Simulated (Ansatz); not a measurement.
The relaxed structure here is a generated cell of Si2Ni: the first start was made by placing the elements on the sites of a structure type, and the end was not matched to a known phase here, so it may be hypothetical. Known forms of Si2Ni include space group No. 225.

One stationary structure of Si2Ni. Computed with PBE (plane waves to 420 eV, PAW, scalar-relativistic; Ansatz, a program for electronic structure).

```cif
data_Ni2Si4
_chemical_formula_sum 'Si4 Ni2'
_space_group_name_H-M_alt 'P 1'
_space_group_IT_number 1
_cell_length_a 6.83052
_cell_length_b 6.83052
_cell_length_c 6.83052
_cell_angle_alpha 60.000
_cell_angle_beta 60.000
_cell_angle_gamma 60.000
loop_
_space_group_symop_operation_xyz
  'x, y, z'
loop_
_atom_site_label
_atom_site_type_symbol
_atom_site_fract_x
_atom_site_fract_y
_atom_site_fract_z
_atom_site_occupancy
Si1 Si 0.12500 0.12500 0.12500 1
Si2 Si 0.62500 0.12500 0.12500 1
Si3 Si 0.12500 0.62500 0.12500 1
Si4 Si 0.12500 0.12500 0.62500 1
Ni1 Ni 0.25000 0.25000 0.25000 1
Ni2 Ni 0.00000 0.00000 0.00000 1
```

Problem. Determine the symmetry and give the standard cell with its independent sites.

Solution. Space group Fd-3m, origin choice 1 (No. 227); a = b = c = 9.660 Å, α = β = γ = 90.00°

```
atom  site  symmetry       x       y       z
----  ----  --------  ------  ------  ------
Si     16d      .-3m  0.6250  0.6250  0.6250
Ni      8b      -43m  0.5000  0.5000  0.5000
```

This is the AFLOW prototype A2B_cF24_227_c_a (C9, as in SiO2).

Problem. Give the shortest distances between elements (the closest pairs, up to four, under 3.6 Å).

Solution. Ni–Si 2.09 Å; Si–Si 3.42 Å.

```yaml
volume_per_atom: 37.56 Å³
density: 1.69 g/cm³
band_gap: 1.06 eV, indirect (valence top at k = (0, -0.5, -0.5), conduction bottom at k = (0, 0.3333, -0.3333)) (no spin-orbit coupling)
smallest_direct_gap: 1.10 eV at K
magnetic_moment: zero (the starting moments vanished)
```

No spin polarisation in the result: the starting moments vanished. A magnetic state may lie lower.

The run could not lose the symmetry of its start, so the end can be a saddle point.

All atoms sit on sites fixed by symmetry, so only the cell could relax.
